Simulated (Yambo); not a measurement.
Yambo run on Rb$_{3}$RhF$_{6}$ (space group Fm-3m, No. 225). The wavefunctions are LDA (pw.x of Quantum ESPRESSO, ONCV potentials, no spin-orbit coupling) ones on a 2×2×2 mesh (43 occupied bands); a = b = c = 6.4438 Å, α = β = γ = 60.00°.

Yambo input:

```
rim_cut
gw0
dyson
el_el_corr
HF_and_locXC
ppa
em1d
RandQpts= 1000000
RandGvec= 1 Ry
EXXRLvcs= 88 Ry
VXCRLvcs= 352 Ry
Chimod= "HARTREE"
% BndsRnXp
 5 | 76 |
%
NGsBlkXp= 7 Ry
% LongDrXp
 1.0 | 1.0 | 1.0 |
%
PPAPntXp= 27.2114 eV
% GbndRnge
 1 | 76 |
%
GTermKind= "BG"
DysSolver= "n"
ExtendOut
% QPkrange
 3 | 3 | 43 | 44 |
%
```

k points by index: 3 = X.

Table of the .qp output:

```
#    K-point    Band    Eo [eV]    E [eV]    E-Eo [eV]    Vxc [eV]    Vnlxc [eV]    Sc|Eo [eV]    Sc|E [eV]    dSc/dw|Eo [eV]    Re(Z)    Im(Z)
#
    3    43    0.000000    -1.389601    -1.389601    -23.06878    -29.42498    4.578315    4.966590    -7.601421    0.781642    -0.002367
    3    44    2.029172    4.626152    2.596980    -22.68379    -16.63266    -2.790076    -3.454147    -6.957513    0.796373    -0.002131
```
(The two width columns are left out.) Convergence of these settings isn't established.

Geometry of the Materials Project entry, not relaxed at this level.

The structure is a Materials Project entry; no match was found in the copy of COD used, and its stability was not checked.
